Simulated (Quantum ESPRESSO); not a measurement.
# Band energies of CdO

```
CELL_PARAMETERS angstrom
      0.00000     2.36099     2.36099
      2.36099     0.00000     2.36099
      2.36099     2.36099     0.00000
ATOMIC_POSITIONS crystal
  O  0.50000 0.50000 0.50000
  Cd 0.00000 0.00000 0.00000
```

PBEsol (Quantum ESPRESSO, PseudoDojo norm-conserving, 102 Ry, no spin-orbit coupling); path ΓXWKΓLUWLK,UX; energies in eV from the Fermi level.

```
k (1/Å)  point  band 9  band 10  band 11  band 12  band 13  band 14  band 15  band 16
-------  -----  ------  -------  -------  -------  -------  -------  -------  -------
0.00         Γ   -6.50    -6.50    -1.50    -1.50    -1.50    -0.69    14.25    16.63
0.44             -6.69    -6.43    -2.71    -1.60    -1.60     1.95    12.57    12.99
0.89             -6.36    -6.30    -3.41    -2.07    -2.07     3.96     8.70    11.27
1.33         X   -6.11    -5.81    -4.46    -2.45    -2.45     3.58     8.18    10.86
1.44             -6.11    -5.84    -4.38    -2.47    -2.41     3.68     8.19    10.61
1.89             -6.11    -5.92    -3.38    -2.91    -2.05     5.48     8.40     8.83
2.00         W   -6.11    -5.92    -3.13    -3.13    -2.03     5.68     8.57     8.57
2.47         K   -6.20    -6.10    -3.53    -3.02    -1.42     5.11     8.27     8.28
2.87             -6.39    -6.17    -3.45    -2.41    -0.35     5.32     7.67     8.88
3.27             -6.62    -6.34    -3.37    -1.72    -0.50     2.76    10.62    10.99
3.78             -6.52    -6.50    -1.78    -1.50    -1.45    -0.37    14.04    16.12
3.88         Γ   -6.50    -6.50    -1.50    -1.50    -1.50    -0.69    14.25    16.63
4.19             -6.59    -6.59    -2.77    -1.25    -1.25     0.85    12.37    15.23
4.72             -6.33    -6.33    -3.92    -0.39    -0.39     3.54     7.90    12.15
5.03         L   -6.25    -6.25    -3.95    -0.17    -0.17     4.13     6.98    11.53
5.13             -6.25    -6.25    -3.95    -0.28    -0.20     4.25     6.95    11.34
5.64             -6.23    -6.21    -3.64    -2.49    -0.99     5.74     7.07     8.82
5.84         U   -6.20    -6.10    -3.53    -3.02    -1.42     5.11     8.27     8.28
6.08             -6.15    -6.00    -3.42    -2.99    -1.72     5.40     8.35     8.43
6.32         W   -6.11    -5.92    -3.13    -3.13    -2.03     5.68     8.57     8.57
6.50             -6.16    -6.03    -3.38    -2.85    -1.66     5.81     7.85     8.72
6.97             -6.27    -6.25    -3.91    -0.89    -0.39     4.96     6.74    10.46
7.26         L   -6.25    -6.25    -3.95    -0.17    -0.17     4.13     6.98    11.53
7.35             -6.25    -6.25    -3.95    -0.26    -0.19     4.23     6.95    11.38
7.80             -6.24    -6.24    -3.72    -2.16    -0.85     5.90     6.70     9.09
8.07         K   -6.20    -6.10    -3.53    -3.02    -1.42     5.11     8.27     8.28
8.07         U   -6.20    -6.10    -3.53    -3.02    -1.42     5.11     8.27     8.28
8.54         X   -6.11    -5.81    -4.46    -2.45    -2.45     3.58     8.18    10.86
```

At this level the gap is closed or nearly so: along the path the highest valence and lowest conduction bands touch, or overlap by less than 0.6 eV, a zero-gap or semimetallic result; the valence top lies at L, the conduction bottom at Γ, 0.52 eV lower. Semilocal functionals close the gaps of some narrow-gap semiconductors, so this alone doesn't show that the compound has none.

Spin-orbit splittings are left out.

Geometry of the Materials Project entry, not relaxed at this level.
